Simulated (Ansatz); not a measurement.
Name crystals whose computed values (plane-wave PAW r²SCAN (Ansatz code)) fall in these windows: G_Hill (GPa) 67 to 91; B₀ by P(V) fit (GPa) 100 to 120; Θ_D (K) 560 to 700.



```tsv
crystal	G_Hill (GPa)	B₀ by P(V) fit (GPa)	Θ_D (K)
SrScHO2, P4/mmm (Sr on 1d, Sc on 1a, O on 2f, H on 1b)	79.1	112	606
CaO, rock salt	82.1	117	677
```
Others may fit too.

Typed or built starts, not in the databases checked: SrScHO2, P4/mmm (Sr on 1d, Sc on 1a, O on 2f, H on 1b). All cells were relaxed under the symmetry of their starts (and spin orders); stability against distortions was not tested throughout. Named crystals with no word on spin ran without spin polarisation. Spin–orbit coupling is left out wherever it is not named.

Potentials: the earlier of the program's two PAW sets. The files were generated under PBE; for other functionals the program regenerates the frozen cores, and for LDA and PBEsol the local potential too.
